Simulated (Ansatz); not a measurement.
Relaxed-ion elastic tensor of TePb (rock salt, space group No. 225) in GPa (Voigt order), r²SCAN (plane waves, PAW; program Ansatz); density 7.97 g/cm³, 34.88 Å³ per atom.

|  | 1 | 2 | 3 | 4 | 5 | 6 |
|---|---|---|---|---|---|---|
| 1 | 115 | 5.9 | 5.9 | 0.0 | 0.0 | 0.0 |
| 2 | 5.9 | 115 | 5.9 | 0.0 | 0.0 | 0.0 |
| 3 | 5.9 | 5.9 | 115 | 0.0 | 0.0 | 0.0 |
| 4 | 0.0 | 0.0 | 0.0 | 15.4 | 0.0 | 0.0 |
| 5 | 0.0 | 0.0 | 0.0 | 0.0 | 15.4 | 0.0 |
| 6 | 0.0 | 0.0 | 0.0 | 0.0 | 0.0 | 15.4 |

Question: Is the crystal mechanically stable?

Answer: Yes: the smallest eigenvalue of C is 15.4 GPa.

Question: Work out the Voigt, Reuss and Hill averages.

Answer: K_V = 42.2, K_R = 42.2, K_H = 42.2; G_V = 31.0, G_R = 21.6, G_H = 26.3 GPa.

Question: Give Young's modulus, Poisson's ratio, Pugh's ratio and the universal anisotropy index.

Answer: E = 9KG/(3K + G) = 65.4 GPa; ν = 0.24; K/G = 1.60 (brittle by the Pugh limit of 1.75); A_U = 5G_V/G_R + K_V/K_R − 6 = 2.17.

Question: Estimate the sound speeds and the Debye temperature.

Answer: v_l = √((K + 4G/3)/ρ) = 3110 m/s, v_t = √(G/ρ) = 1820 m/s, mean 2020 m/s; Θ = (h/k)(3n/4πV)^(1/3) v_m = 184 K.

Question: Give the Zener ratio and Young's modulus along [100], [110] and [111].

Answer: A = 2C44/(C11 − C12) = 0.28; 1/E = S11 − 2(S11 − S12 − S44/2)Γ with Γ = 0, 1/4, 1/3 gives 114, 49.1, 41.3 GPa.

Question: Solve the Christoffel equation for the three sound speeds along [100], [110], [111].

Answer: Eigenvalues of C_ijkl n_j n_l equal ρv². In km/s, slowest first: [100] 1.39, 1.39, 3.79; [110] 1.39, 2.61, 3.08; [111] 2.28, 2.28, 2.81.

Space group Fm-3m (rock salt). The r²SCAN relaxation kept the symmetry of its start. The volume moved by -30 % from the start of the relaxation. Spin–orbit coupling is left out wherever it is not named.

Potentials: the later of the program's two PAW sets.
